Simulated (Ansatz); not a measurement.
A plane-wave DFT run in Ansatz 0.2.0 (scalar-relativistic PAW potentials unless the input names others): input and command.

```yaml
crystal:
  lattice:
    - [0.0, 2.69368288, 2.69368288]
    - [2.69368288, 0.0, 2.69368288]
    - [2.69368288, 2.69368288, 0.0]
  atoms:
    - { symbol: Zn, position: [0.0, 0.0, 0.0] }
    - { symbol: S, position: [0.75, 0.75, 0.75] }
basis:
  ecutwfc: 500
kpoints:
  mp_grid: { grid: [8, 8, 8] }
hamiltonian:
  xc: r2scan
scf:
  occupations: { method: gaussian, width: 0.02 }
output:
  forces: true
  eigenvalues: true
  stress: true
relax:
  adjacent_minimum: "off"
  f_tol: 0.05
  max_steps: 80
  cell: { stress_tol: 0.05 }
  max_displacement: 0.1
```

```bash
ansatz run input.yaml --threads 8 --pin off --max-ram 20480MiB --backend cpu --events-out ev --progress --plain --runs-dir out
```

Abridged log:
```
Pseudopotentials: kind: paw
Pseudopotential: Zn, paw, valence charge 12, recommended cutoff 500 eV (meta_gga)
Pseudopotential: S, paw, valence charge 6, recommended cutoff 500 eV (meta_gga)
Functional definition: r2SCAN
Crystal: 2 atoms, lattice volume = 39.090 Å³
Basis set: ecut = 500 eV, 965 PW (Γ), exchange–correlation on 120×120×120 points (64 copies of the dense FFT grid, shifted against one another)
Bands: 13, of which v1, the nominal top of the filled ones, is band 9 counted from 1 (8 counted from 0)
Symmetry: 24 space group operations
Space group: F-43m (ITA 216), of the structure as read, at distance tolerance 3.4e-5 Å
k-points: 29 of 512 (time reversal used)
Initial density: superposition of atomic densities (neutral atoms: chi_scale 0, normalization atom), corrected by the library's trained network
Initial wavefunctions: pseudopotential atomic-orbital guess
Functional: x = r2scan, c = r2scan; τ floored in thin density (d = 2e-4 eV/Å³)
SCF iter   1: F=—  HF=-4233.452382 eV  |F-HF|=—  |Δ(HF+E_count)|=         —  Δρ=1.56e-2  dr2=4.70e-2  dr2_τ=6.65e-3  ethr=1.77e-3  ⟨swp⟩=6.4  Hψ=2423  notcnv=0
SCF iter   2: F=—  HF=-4233.455196 eV  |F-HF|=—  |Δ(HF+E_count)|=   2.81e-3  Δρ=4.67e-3  dr2=8.50e-3  dr2_τ=3.54e-4  ethr=2.61e-4  ⟨swp⟩=2.6  Hψ=989  notcnv=0
SCF iter   3: F=—  HF=-4233.449942 eV  |F-HF|=—  |Δ(HF+E_count)|=   5.25e-3  Δρ=2.92e-3  dr2=1.37e-3  dr2_τ=8.43e-6  ethr=4.72e-5  ⟨swp⟩=2.3  Hψ=740  notcnv=0
SCF iter   4: F=—  HF=-4233.450271 eV  |F-HF|=—  |Δ(HF+E_count)|=   3.29e-4  Δρ=2.70e-4  dr2=4.53e-5  dr2_τ=2.42e-6  ethr=7.60e-6  ⟨swp⟩=2.9  Hψ=956  notcnv=0
SCF iter   5: F=—  HF=-4233.450253 eV  |F-HF|=—  |Δ(HF+E_count)|=   1.79e-5  Δρ=1.26e-4  dr2=5.76e-6  dr2_τ=7.26e-8  ethr=2.52e-7  ⟨swp⟩=2.0  Hψ=451  notcnv=0
SCF iter   6: F=-4233.450252 eV  HF=-4233.450252 eV  |F-HF|=8.38e-9  |Δ(HF+E_count)|=   7.13e-7  Δρ=7.58e-6  dr2=1.32e-8  dr2_τ=1.81e-9  ethr=5.56e-10  ⟨swp⟩=3.9  Hψ=1792  notcnv=0
SCF 1 converged in 6 iterations: F = -4233.450252 eV  dr2 = 1.32e-8
relax step   1: F+E_penalty+E_count = -4233.45025248 eV  Δ(F+E_penalty+E_count) = +0.000e0 eV  max|allowed force component| = 1.665e-16 eV/Å  Δτ_max = 0.0000 Å  P = +0.077 GPa  Ω = 39.090 Å³  (6 SCF iters, dr2 threshold 1.00e-7 eV, accepted)
Crystal: 2 atoms, lattice volume = 39.113 Å³
Initial density: handed on by an earlier stage of this run
Initial wavefunctions: those handed on with the density
SCF iter   1: F=—  HF=-4233.450252 eV  |F-HF|=—  |Δ(HF+E_count)|=         —  Δρ=3.07e-5  dr2=2.83e-7  dr2_τ=8.41e-7  ethr=2.08e-9  ⟨swp⟩=2.0  Hψ=2625  notcnv=0
SCF iter   2: F=—  HF=-4233.450255 eV  |F-HF|=—  |Δ(HF+E_count)|=   2.85e-6  Δρ=1.44e-5  dr2=1.16e-7  dr2_τ=2.80e-9  ethr=1.57e-9  ⟨swp⟩=2.0  Hψ=638  notcnv=0
SCF iter   3: F=-4233.450255 eV  HF=-4233.450255 eV  |F-HF|=3.23e-9  |Δ(HF+E_count)|=   1.31e-8  Δρ=5.50e-6  dr2=1.04e-8  dr2_τ=1.43e-9  ethr=8.17e-11  ⟨swp⟩=3.0  Hψ=1498  notcnv=0
SCF 2 converged in 3 iterations: F = -4233.450255 eV  dr2 = 1.04e-8
relax step   2: F+E_penalty+E_count = -4233.45025489 eV  Δ(F+E_penalty+E_count) = -2.409e-6 eV  max|allowed force component| = 3.469e-17 eV/Å  Δτ_max = 0.0000 Å  P = +0.031 GPa  Ω = 39.113 Å³  energy of the carried Pulay correction = -5.186e-6 eV  (3 SCF iters, dr2 threshold 1.47e-8 eV, accepted)
Initial wavefunctions: pseudopotential atomic-orbital guess (no wavefunctions were taken with the density)
SCF iter   1: F=—  HF=-4233.450262 eV  |F-HF|=—  |Δ(HF+E_count)|=         —  Δρ=6.50e-6  dr2=1.40e-8  dr2_τ=1.73e-9  ethr=2.72e-7  ⟨swp⟩=3.0  Hψ=3379  notcnv=0
SCF iter   2: F=—  HF=-4233.450259 eV  |F-HF|=—  |Δ(HF+E_count)|=   2.45e-6  Δρ=3.23e-6  dr2=2.55e-9  dr2_τ=2.09e-10  ethr=7.78e-11  ⟨swp⟩=2.3  Hψ=672  notcnv=0
SCF iter   3: F=—  HF=-4233.450259 eV  |F-HF|=—  |Δ(HF+E_count)|=  2.27e-10  Δρ=9.16e-7  dr2=2.78e-10  dr2_τ=1.26e-11  ethr=1.42e-11  ⟨swp⟩=2.0  Hψ=604  notcnv=0
SCF iter   4: F=—  HF=-4233.450259 eV  |F-HF|=—  |Δ(HF+E_count)|=  1.46e-10  Δρ=8.66e-7  dr2=1.41e-10  dr2_τ=3.14e-12  ethr=1.55e-12  ⟨swp⟩=2.0  Hψ=609  notcnv=0
SCF iter   5: F=-4233.450259 eV  HF=-4233.450259 eV  |F-HF|=0.00e0  |Δ(HF+E_count)|=  4.82e-11  Δρ=9.71e-8  dr2=3.38e-12  dr2_τ=1.46e-13  ethr=1.00e-12  ⟨swp⟩=4.9  Hψ=1864  notcnv=0
SCF 3 converged in 5 iterations: F = -4233.450259 eV  dr2 = 3.38e-12
SCF converged after 5 iterations
Free energy (F): -4233.450259 eV
Harris-Foulkes:  -4233.450259 eV  (|F-HF|=0.00e0)
Internal energy: -4233.450259 eV  (E = F + TS)
E sigma→0 (E₀):  -4233.450259 eV
Fermi energy:    6.975205 eV
--- Forces (eV/Å), atoms counted from 1 ---
  atom   1  Zn     0.00000000     0.00000000     0.00000000
  atom   2  S      0.00000000     0.00000000     0.00000000
--- Stress (GPa, compression-positive) ---
        0.031103       0.000000       0.000000
        0.000000       0.031103       0.000000
        0.000000       0.000000       0.031103
  P = ⅓ Tr σ = 0.0311 GPa (0.311 kbar)
--- Relaxed structure (2 steps of the walk, 2 accepted, 1 SCFs on fresh bases) ---
  F+E_penalty+E_count = -4233.45025932 eV   max|allowed force component| = 4.626e-17 eV/Å   (the final SCF, on the basis selected at the relaxed cell)
  cell:  # Å, volume = 39.1129 Å³
    - [0.0, 2.69420199, 2.69420199]
    - [2.69420199, 0.0, 2.69420199]
    - [2.69420199, 2.69420199, 0.0]
  atoms:
    - { symbol: Zn, position: [0.0, 0.0, 0.0] }
    - { symbol: S, position: [0.74999999, 0.74999999, 0.74999999] }
```

Apart from outputs and empty bands, the input differs from a reference run on usual settings in relax.f_tol: 0.005 → 0.05; relax.max_displacement: not typed → 0.1. The reference, at the same start, ended its own course with a relaxed volume of 19.56 Å³/atom, pressure 0.03 GPa, largest force 0.000 eV/Å, gap on the mesh 2.70 eV. This run converged in 14 SCF iterations over all its steps (reference: 14) with an energy at zero smearing within 0.01 meV/atom of the reference's, a relaxed volume of 19.56 Å³/atom, pressure 0.03 GPa, largest force 0.000 eV/Å, gap on the mesh 2.70 eV.

It took 16 s on 8 threads of AMD EPYC (Zen 3) (shared host), peak memory 0.51 GiB.